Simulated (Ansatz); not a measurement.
Ga$_{2}$PN:
```xyz
4
Lattice="3.5145 0.0000 0.0000 -1.7572 3.0436 0.0000 0.0000 0.0000 5.8335" Properties=species:S:1:pos:R:3 pbc="T T T"
Ga     0.0000     0.0000     2.7285
Ga     1.7572     1.0145     0.2212
P      0.0000     0.0000     5.0805
N      1.7572     1.0145     2.1785
```

Relaxed with r²SCAN. Special points in fractions of this cell's reciprocal vectors: Γ (0.000, 0.000, 0.000); M (0.500, 0.000, 0.000); K (0.333, 0.333, 0.000); A (0.000, 0.000, 0.500); L (0.500, 0.000, 0.500); H (0.333, 0.333, 0.500).

### Question
List the band energies nearest the Fermi level at these points for DFT-r²SCAN with spin–orbit coupling in the program Ansatz with PAW potentials.

### Answer
In eV from the Fermi level; about four levels below and three above (degenerate sets whole), none deeper than 8.9 eV; points with the same levels are listed once.

```json
[
 {"k": "Γ", "below": "-1.54 -1.54 -0.86 -0.86", "above": "0.09 0.09 0.14 0.14"},
 {"k": "M", "below": "-3.51 -3.51 -1.56 -1.56", "above": "1.76 1.76 3.17 3.17"},
 {"k": "K", "below": "-4.07 -4.05 -3.78 -3.78", "above": "2.36 2.37 4.02"},
 {"k": "A", "below": "-0.07 -0.07 0.00 0.00", "above": "1.09 1.09 3.68 3.68"},
 {"k": "L", "below": "-2.82 -2.82 -1.98 -1.98", "above": "1.32 1.32 2.70 2.70"},
 {"k": "H", "below": "-3.25 -3.24 -2.27 -2.26", "above": "2.71 2.73 3.51"}
]
```

Space group P3m1. The start of the workflow was typed in or built on a structure type; neither database checked (COD, Materials Project) lists it. Its standing as an ambient phase is unchecked. The r²SCAN relaxation kept the symmetry of its start; its stability against distortions is not shown here.

Potentials: the later of the program's two PAW sets.
